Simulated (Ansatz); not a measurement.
Data:

SrO:
```cif
data_OSr
_chemical_formula_sum 'Sr1 O1'
_space_group_name_H-M_alt 'P 1'
_space_group_IT_number 1
_cell_length_a 3.67340
_cell_length_b 3.67340
_cell_length_c 3.67340
_cell_angle_alpha 60.000
_cell_angle_beta 60.000
_cell_angle_gamma 60.000
loop_
_space_group_symop_operation_xyz
  'x, y, z'
loop_
_atom_site_label
_atom_site_type_symbol
_atom_site_fract_x
_atom_site_fract_y
_atom_site_fract_z
_atom_site_occupancy
Sr1 Sr 0.00000 0.00000 0.00000 1
O1 O 0.50000 0.50000 0.50000 1
```

This is the PBE-relaxed structure.

Problem. All from PBE (plane waves, PAW; program Ansatz), unless another level is named. Estimate the hole effective mass, band 1 of 3 at the edge.

Solution. 4.2 along [100], 4.2 along [110], 1.3 along [111] (mₑ).

Problem. Give the smallest direct gap on the standard path.

Solution. 3.42 eV.

Problem. Predict the weight of the valence-edge state by species (Voronoi cells).

Solution. O 96 %, Sr 4 %.

Space group Fm-3m (rock salt). Symmetry was held in the PBE relaxation. Scalar-relativistic: spin–orbit coupling is off unless named, which matters more the heavier the elements.

Potentials: the later of the program's two PAW sets.
